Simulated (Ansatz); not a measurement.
Si₂MoN₄:
```cif
data_Mo2N8Si4
_chemical_formula_sum 'Mo2 N8 Si4'
_space_group_name_H-M_alt 'P 1'
_space_group_IT_number 1
_cell_length_a 2.88713
_cell_length_b 2.88713
_cell_length_c 20.83197
_cell_angle_alpha 90.000
_cell_angle_beta 90.000
_cell_angle_gamma 120.000
loop_
_space_group_symop_operation_xyz
  'x, y, z'
loop_
_atom_site_label
_atom_site_type_symbol
_atom_site_fract_x
_atom_site_fract_y
_atom_site_fract_z
_atom_site_occupancy
Mo1 Mo 0.33333 0.66667 0.25000 1
Mo2 Mo 0.66667 0.33333 0.75000 1
N1 N 0.66667 0.33333 0.30966 1
N2 N 0.33333 0.66667 0.80966 1
N3 N 0.33333 0.66667 0.69034 1
N4 N 0.66667 0.33333 0.19034 1
Si1 Si 0.66667 0.33333 0.39283 1
Si2 Si 0.33333 0.66667 0.89283 1
Si3 Si 0.33333 0.66667 0.60717 1
Si4 Si 0.66667 0.33333 0.10717 1
N5 N 0.00000 0.00000 0.41657 1
N6 N 0.00000 0.00000 0.91657 1
N7 N 0.00000 0.00000 0.58343 1
N8 N 0.00000 0.00000 0.08343 1
```

Relaxed with r²SCAN+D4. r²SCAN+D4 (plane waves, PAW; program Ansatz) gives a gap of 1.84 eV.

Question: What gap does HSE06 give on the same cell (Ansatz, PAW)?

Answer: 2.32 eV, 0.48 eV more. The hybrid was solved on a coarser mesh and at special points; its gap is the smallest among all of these.

```csv
k,v1 r²SCAN+D4,c1 r²SCAN+D4,v1 HSE06,c1 HSE06
Γ,0.00,2.95,[?],[?]
A,-0.05,2.95,[?],[?]
K,-0.39,1.84,-0.29,2.32
H,-0.41,1.84,-0.30,2.32
M,-1.08,2.75,[?],[?]
L,-1.10,2.79,[?],[?]
```

Question: Top valence (v1) and lowest conduction level (c1) in eV from each method's valence maximum (which need not be a listed point): supply the withheld HSE06 values.

Answer: 
- A, v1 HSE06: -0.05
- A, c1 HSE06: 3.67
- L, v1 HSE06: -1.18
- L, c1 HSE06: 3.37
- M, v1 HSE06: -1.16
- M, c1 HSE06: 3.32
- Γ, v1 HSE06: 0.00
- Γ, c1 HSE06: 3.67

Cost on shared cores: the r²SCAN+D4 run (SCF on a 11×11×2 mesh, then bands and DOS) about 2.7 core-minutes (a rough figure), the HSE06 run (SCF on 6×6×1, then a few points) roughly 7 core-minutes; the tasks are unlike.

Space group P6_3/mmc. The start of the workflow was typed in or built on a structure type; neither database checked (COD, Materials Project) lists it. Whether it is the stable phase at ambient conditions was not checked. The r²SCAN+D4 relaxation kept the symmetry of its start; whether a distortion lowers the energy is not shown. The workflow began spin-polarised and lost its moments. Spin–orbit coupling is left out wherever it is not named.

Potentials: the later of the program's two PAW sets.
